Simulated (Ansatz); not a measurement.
RbSrBr₃ (cubic perovskite), relaxed with r2SCAN in Ansatz 0.2.0. The symmetry is Pm-3m (No. 221, cubic); conventional cell a = 5.946 Å, 42.05 Å³ an atom. Rb is surrounded by 12 Br at 4.20 Å; Sr is surrounded by 6 Br at 2.97 Å; Br is surrounded by 2 Sr at 2.97 Å and 4 Rb at 4.20 Å.

The axes x, y and z are those of this cell:
```
CELL_PARAMETERS angstrom
5.94608 0.00000 0.00000
0.00000 5.94608 0.00000
0.00000 0.00000 5.94608
ATOMIC_POSITIONS crystal
Rb 0.00000 0.00000 0.00000
Sr 0.50000 0.50000 0.50000
Br 0.50000 0.50000 0.00000
Br 0.50000 0.00000 0.50000
Br 0.00000 0.50000 0.50000
```

Unstrained: PBE gives an indirect gap of 3.919 eV, from R to Γ; the least direct gap is 4.158 eV at Γ. r2SCAN gives an indirect gap of 4.595 eV, from R to Γ; the least direct gap is 4.839 eV at Γ. The HSE06 gap is indirect, 5.042 eV (R to Γ), below the direct gap of 5.293 eV at Γ. Meshes: PBE 4×4×4, r2SCAN 4×4×4, HSE06 4×4×4. Strains are changes of length per length, and xy shears are angles. After each strain the atoms were relaxed again with r2SCAN within the symmetry that the strain leaves, so tilts or polar shifts that break it weren't tested; points keep the names that they have in the unstrained zone. Spin-unpolarised throughout. Whether this structure exists isn't addressed.

(1) Apply xy shear, engineering strain (angle) -2.0 %. How far does the gap move, against the unstrained cell?

(2) One strain changed the r2SCAN stress by xx -1.96, yy -1.96, zz -1.96 GPa (compression positive) and the gap by -0.244 eV (PBE), -0.231 eV (r2SCAN), -0.252 eV (HSE06). Which kind of strain was it, and roughly how large?

(3) Apply uniaxial +1.5 % along z, other directions held. How far does the gap move, against the unstrained cell?

(4) One strain changed the r2SCAN stress by xx -1.72, yy -0.23, zz -0.23 GPa (compression positive) and the gap by -0.117 eV (PBE), -0.116 eV (r2SCAN), -0.121 eV (HSE06). Which kind of strain was it, and roughly how large?

## Answers

(1) PBE: the gap goes from 3.919 to 3.914 eV (-0.005 eV). r2SCAN: the gap goes from 4.595 to 4.589 eV (-0.006 eV). HSE06: the gap goes from 5.042 to 5.037 eV (-0.005 eV). The r2SCAN energy rises by 0.2 meV an atom.

(2) Isotropic +5.0 % on every length. The pattern of the stress gives the kind; the size needs the stiffness, so it is an estimate.

(3) PBE: the gap goes from 3.919 to 3.884 eV (-0.035 eV). r2SCAN: the gap goes from 4.595 to 4.560 eV (-0.035 eV). HSE06: the gap goes from 5.042 to 5.006 eV (-0.036 eV). The r2SCAN energy rises by 1.2 meV an atom.

(4) Uniaxial +5.0 % along x, other directions held. The pattern of the stress gives the kind; the size needs the stiffness, so it is an estimate.

The runs are scalar-relativistic, without spin-orbit coupling.

The meshes of the hybrids are coarse, so their gaps aren't converged to the digits shown.
